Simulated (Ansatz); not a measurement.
According to DFT-r²SCAN in the program Ansatz with PAW potentials, PbS in the zinc blende structure (F-43m) relaxes to a = 6.602 Å. S has 4 nearest neighbours from 2.86 Å (tetrahedral); Pb has 4 nearest neighbours from 2.86 Å (tetrahedral). Its formation energy from the elements is -0.42 eV/atom, with no fitted shifts.

It is gapped at this level: 0.95 eV (indirect). The valence maximum lies at W and the conduction minimum at X (3 equivalent valleys). The screened hybrid HSE06 puts the gap at 1.30 eV. Gap from r²SCAN with spin–orbit coupling: 0.84 eV. The electron mass is 0.36, 0.36, 1.7 mₑ (principal values). The hole mass is 0.62, 0.62, 0.73 mₑ (principal values).

The bulk modulus is 384 kbar. The relaxed-ion elastic constants in GPa are C11 = 39.8, C12 = 37.8, C44 = -7.8. Bader charges are S -1.03, Pb +1.03 e.

The start of the workflow was typed in or built on a structure type; neither database checked (COD, Materials Project) lists it. It is not the phase usual at ambient conditions (space group No. 225). The cell was relaxed with r²SCAN under the symmetry of its start. At this level the phase is mechanically unstable. The references are the lowest solids computed at this level, not always the standard phases. Scalar-relativistic: spin–orbit coupling is off unless named, which matters more the heavier the elements.

Potentials: the earlier of the program's two PAW sets. The files were generated under PBE; for other functionals the program regenerates the frozen cores, and for LDA and PBEsol the local potential too.
